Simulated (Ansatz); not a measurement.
# Li2NbAu6, a known structure type with other elements, at an estimated volume

```
CELL_PARAMETERS angstrom
2.83819 4.91589 0.00000
-2.83819 4.91589 0.00000
0.00000 0.00000 5.28045
ATOMIC_POSITIONS crystal
Nb 0.00000 0.00000 0.00000
Au 0.32900 0.67100 0.25900
Au 0.00000 0.32900 0.25900
Au 0.67100 0.00000 0.25900
Au 0.00000 0.67100 0.74100
Au 0.67100 0.32900 0.74100
Au 0.32900 0.00000 0.74100
Li 0.33330 0.33340 0.50000
Li 0.66670 0.66660 0.50000
```

The numbers come from plane-wave PAW DFT (Ansatz): PBE, no spin polarisation, 420 eV, 7×7×7 Γ-centred k points, fermi-dirac occupations (width 0.1 eV). Nothing was relaxed.

- Stress: The pressure is 35.7 GPa (compression positive), so with the atoms held at these fractions the cell would first expand; the forces are large, so a full relaxation may end otherwise.
- Electronic structure: It is a metal, with about 4.7 states/eV a cell as the mean within 0.25 eV of the Fermi level, mostly Nb d (37 %), Au s (20 %) and Au d (20 %).
- Charges: Bader charges in e: Li +0.79, Nb +1.47, Au -0.51. In the mean Nb gives up most and Au takes most.
- Contacts: Au–Li at 2.29 Å: least valence density 0.20 e/Å³ and ELF 0.05 there. Nb–Au at 2.31 Å: least valence density 0.83 e/Å³ and ELF 0.29 there. Both are smooth PAW fields, read partly inside the augmentation spheres.

Origin: a known structure type with other elements, at an estimated volume, so it need not be a known compound. Caveats: atoms or cell far from equilibrium.
